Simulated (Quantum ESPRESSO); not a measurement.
## Band energies of GaAlN2 at +1 % isotropic strain

```
CELL_PARAMETERS angstrom
      3.17812     0.00000     0.00000
     -1.58906     2.75233     0.00000
      0.00000     0.00000     5.14921
ATOMIC_POSITIONS crystal
  N  0.66667 0.33333 0.11254
  N  0.00000 0.00000 0.62712
  Al 0.00000 0.00000 0.99945
  Ga 0.66667 0.33333 0.49728
```

norm-conserving PBEsol (Quantum ESPRESSO, 84 Ry, no spin-orbit coupling); path ΓMKΓALHA,LM,KH; energies in eV from the valence-band maximum.

```
k (1/Å)  point  band 9  band 10  band 11  band 12  band 13  band 14  band 15  band 16
-------  -----  ------  -------  -------  -------  -------  -------  -------  -------
0.00         Γ   -1.05    -1.05    -0.09     0.00     0.00     2.63     5.25     9.43
0.68             -4.34    -3.24    -1.97    -0.88    -0.56     5.19     6.18     7.21
1.14         M   -4.58    -3.77    -2.38    -2.03    -0.84     5.06     5.68     6.56
1.36             -4.52    -3.67    -2.88    -2.06    -1.28     5.39     6.05     6.85
1.80         K   -4.98    -3.99    -2.82    -2.58    -2.54     4.89     7.97     8.10
2.00             -4.75    -3.74    -3.36    -2.28    -2.07     5.13     7.65     7.85
2.61             -3.04    -2.65    -1.54    -0.60    -0.43     4.72     7.02     7.83
3.12         Γ   -1.05    -1.05    -0.09     0.00     0.00     2.63     5.25     9.43
3.24             -1.04    -1.04    -0.36    -0.02    -0.02     2.86     5.28     9.37
3.73         A   -3.07    -0.85    -0.85    -0.21    -0.21     4.66     5.38     8.74
3.94             -3.10    -1.17    -0.93    -0.65    -0.35     5.02     5.68     8.47
4.66             -5.34    -1.94    -1.70    -1.51    -1.48     4.54     5.06     7.65
4.87         L   -5.61    -1.88    -1.78    -1.59    -1.39     4.35     4.92     7.55
5.31             -5.17    -3.51    -3.37    -1.31    -1.12     5.64     6.29     7.54
5.53         H   -4.89    -4.08    -3.86    -1.24    -1.07     6.34     6.79     7.04
5.88             -4.97    -3.11    -3.00    -1.44    -1.24     5.70     6.18     7.92
6.41             -3.44    -1.73    -1.44    -1.24    -0.85     5.62     6.20     7.65
6.85         A   -3.07    -0.85    -0.85    -0.21    -0.21     4.66     5.38     8.74
6.85         L   -5.61    -1.88    -1.78    -1.59    -1.39     4.35     4.92     7.55
7.46         M   -4.58    -3.77    -2.38    -2.03    -0.84     5.06     5.68     6.56
7.46         K   -4.98    -3.99    -2.82    -2.58    -2.54     4.89     7.97     8.10
8.07         H   -4.89    -4.08    -3.86    -1.24    -1.07     6.34     6.79     7.04
```

The PBEsol gap is direct, 2.63 eV at Γ.

Spin-orbit splittings are left out.

Geometry strained from the cell relaxed with PBEsol, atoms relaxed again.

The structure is a Materials Project entry; no match was found in the copy of COD used, and its stability was not checked.
